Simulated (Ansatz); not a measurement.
NbAs:
```cif
data_As4Nb4
_chemical_formula_sum 'Nb4 As4'
_space_group_name_H-M_alt 'I41md'
_space_group_IT_number 109
_space_group_name_Hall 'I 4bw -2'
_cell_length_a 3.41733
_cell_length_b 3.41733
_cell_length_c 11.53168
_cell_angle_alpha 90.000
_cell_angle_beta 90.000
_cell_angle_gamma 90.000
loop_
_atom_site_label
_atom_site_type_symbol
_atom_site_symmetry_multiplicity
_atom_site_Wyckoff_symbol
_atom_site_fract_x
_atom_site_fract_y
_atom_site_fract_z
_atom_site_occupancy
Nb1 Nb 4 a 0.00000 0.00000 0.74876 1
As1 As 4 a 0.00000 0.00000 0.16724 1
```
(The calculation used a cell of 4 atoms; values per cell refer to that cell.)

Relaxed at zero pressure with DFT-LDA in the program Ansatz with PAW potentials.

Q: The volume is raised by 3 % and shape and atoms relax at that volume. What pressure results, and how do the axes share the change?

A: -5.1 GPa; a 0.8 %, b 0.8 %, c 1.4 %; the energy rises by 8 meV/atom.

Q: Give the new structure.

A: 
Space group I4₁md (No. 109); a = b = 3.445 Å, c = 11.690 Å, α = β = γ = 90.00°

```
atom  site  symmetry       x       y       z
----  ----  --------  ------  ------  ------
Nb      4a      2mm.  0.0000  0.0000  0.7490
As      4a      2mm.  0.0000  0.0000  0.1670
```

The phase is kept; no other phase was compared at this pressure.

Space group I4_1md. Symmetry was held in the LDA relaxation. No spin polarisation was allowed.

Potentials: the later of the program's two PAW sets.
